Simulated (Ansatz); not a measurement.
Is this Al4FeCo3 structure stable?

It was reached by relaxing an invented guess, and it needn't be the stable form of this composition.

Level of theory: DFT PBE, scalar-relativistic, plane waves, PAW in Ansatz 0.2.0. The final run on the 8-atom cell used 420 eV, a Γ-centred 14×14×4 mesh, 0.10 eV smearing and collinear spin.

```
CELL_PARAMETERS angstrom
2.85452 0.00000 0.00000
0.00000 2.85452 0.00000
0.00000 0.00000 11.43751
ATOMIC_POSITIONS crystal
Al 0.00000 0.00000 0.87463
Al 0.00000 0.00000 0.12537
Al 0.00000 0.00000 0.37641
Al 0.00000 0.00000 0.62359
Fe 0.50000 0.50000 0.50000
Co 0.50000 0.50000 0.00000
Co 0.50000 0.50000 0.24836
Co 0.50000 0.50000 0.75164
```

Energies over the elements count from the elements' standard structures at the same level, with no fitted energy shifts.

**Question.** These tests were run: energy against the elements; random kick, then relaxation without symmetry; phonons at Γ; elastic tensor. What do they show?

**Answer.**

```json
{"test": "energy against the elements", "result": "−0.53 eV/atom"}
{"test": "random kick, then relaxation without symmetry", "result": "returns"}
{"test": "phonons at Γ", "result": "lowest optical mode 132 cm⁻¹"}
{"test": "elastic tensor", "result": "least eigenvalue 140 GPa"}
```

It fails none of these tests. Other phases of the system weren't compared here, so this isn't yet thermodynamic stability. Phonons away from Γ weren't computed.

The magnetic state reached may not be the lowest. The kick test ran on a coarse mesh. The run for the phonons used a 14×14×4 k mesh and Gaussian smearing of 0.20 eV. The run for the elastic tensor used a 14×14×4 k mesh and Gaussian smearing of 0.20 eV. The cell carries site moments Fe 0.4 μB.
